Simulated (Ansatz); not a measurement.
**BSe2, a known structure type with other elements, at an estimated volume**

```
B Se
1.0
     3.15980    2.80023    0.00000
     3.15980   -2.80023    0.00000
     0.00000    0.00000   -8.74869
B Se
2 4
Direct
  0.00000 0.00000 0.00000
  0.50000 0.50000 0.50000
  0.21394 0.78606 0.87669
  0.28606 0.71394 0.37669
  0.78606 0.21394 0.12331
  0.71394 0.28606 0.62331
```

Method: PBE, no spin polarisation; PAW, plane waves to 420 eV, 6×6×3 Γ-centred mesh, cold occupations (width 0.0277 eV) (Ansatz 0.2.0), atoms fixed.

**Charges.** Bader charges in e: B +1.57, Se -0.78. In the mean B gives up most and Se takes most.
**Formation energy.** 0.95 eV an atom against the elements' usual phases (free molecules for gases, crystals otherwise, with no correction for O₂ or N₂), so at this geometry it isn't bound against them. Relaxing would lower it.
**Forces.** The largest is on Se6 (and as large on other atoms): 8.42 eV/Å, components (0.00, 6.37, -5.51). It makes 179° with the line to a nearest neighbour, B2 at 1.61 Å, pointing away from it.
**Electronic structure.** It is a metal, with about 7.2 states/eV a cell as the mean within 0.25 eV of the Fermi level, mostly Se p (97 %).

Origin: a known structure type with other elements, at an estimated volume, so it need not be a known compound. Caveats: many states at the Fermi level without spin polarisation, so a magnetic state may lie lower; atoms or cell far from equilibrium.
